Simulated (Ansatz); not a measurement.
Si6BAs:
```xyz
8
Lattice="-2.6318 2.6318 5.2536 2.6318 -2.6318 5.2536 2.6318 2.6318 -5.2536" Properties=species:S:1:pos:R:3 pbc="T T T"
B      0.0000     0.0000     0.0000
Si     1.1481     1.1481     1.2379
Si     0.0000     2.6318     2.6268
Si     1.4836    -1.4836     4.0157
Si     2.6318     0.0000     2.6268
Si    -1.4836     1.4836     4.0157
As     0.0000     0.0000     5.2536
Si     1.4836     1.4836     6.4915
```

Relaxed with r²SCAN. Special points in fractions of this cell's reciprocal vectors: Γ (0.000, 0.000, 0.000); X (0.000, 0.000, 0.500); P (0.250, 0.250, 0.250); N (0.000, 0.500, 0.000); M (0.500, 0.500, -0.500); S (0.313, 0.687, -0.313); S0 (-0.313, 0.313, 0.313); R (-0.125, 0.125, 0.500); G (0.500, 0.500, -0.125).

**Question.** List the band energies nearest the valence-band maximum at these points for r²SCAN with spin–orbit coupling in the plane-wave PAW code Ansatz.

**Answer.** In eV from the valence-band maximum; about four levels below and three above (degenerate sets whole), none deeper than 8.9 eV; points with the same levels are listed once.

```tsv
k	below	above
Γ	-0.04 -0.04 0.00 0.00	0.27 0.27 1.01 1.01
X	-1.20 -1.20 -1.01 -1.01	1.06 1.06 2.21 2.21
P	-1.16 -1.16 -1.05 -1.05	1.68 1.68 2.18 2.18
N	-1.83 -1.83 -1.62 -1.62	2.39 2.39 2.78 2.78
M	-1.78 -1.78 -1.78 -1.78	0.06 0.06 0.90 0.90
S	-1.52 -1.51 -1.40 -1.40	0.91 0.91 2.33 2.34
R	-1.58 -1.58 -1.15 -1.15	1.49 1.50 2.78
```

Space group I-42m. The start of the workflow was typed in or built on a structure type; neither database checked (COD, Materials Project) lists it. Its standing as an ambient phase is unchecked. The cell was relaxed with r²SCAN under the symmetry of its start; its stability against distortions is not shown here.

Potentials: the earlier of the program's two PAW sets.
